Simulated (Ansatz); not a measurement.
Stackings of close-packed layers of BiTe (capitals for Bi, lower case for the other element), each relaxed to a stress under 0.05 GPa; energies count from the stacking AcBaCb (R-3m).

Computed with DFT PBE, scalar-relativistic, plane waves, PAW (Ansatz 0.2.0).

Cutoff 420 eV, Gaussian smearing of 0.10 eV, energies at zero smearing, symmetry of each start kept, no spin polarisation.

| start | atoms | k mesh | excess energy (meV/atom) | excess energy on a denser mesh (meV/atom) | spacing of like layers (Å) | a (Å) | denser mesh |
| --- | --- | --- | --- | --- | --- | --- | --- |
| AbAc | 4 | 12×12×6 | 47.7 | 48.4 | 3.740 | 4.676 | 21×21×12 |
| AcBc* | 4 | 12×12×6 | 22.5 | 25.3 | 4.339 | 4.206 | 21×21×12 |
| AcBcAbCb | 8 | 12×12×3 | 8.2 | 9.0 | 4.274 | 4.254 | 21×21×6 |

Zero in every row: gap on the mesh (eV).

* ends far from its start.

Spin-orbit coupling is left out, which matters for the bands of heavy elements.

Small energy differences in metals hang on the k mesh (about 10 mJ/m² or 1 to 2 meV/atom on the mesh of the relaxation).

Cost: 3 runs of about 14 core-minutes in all, on Arm Neoverse V2 (shared hosts).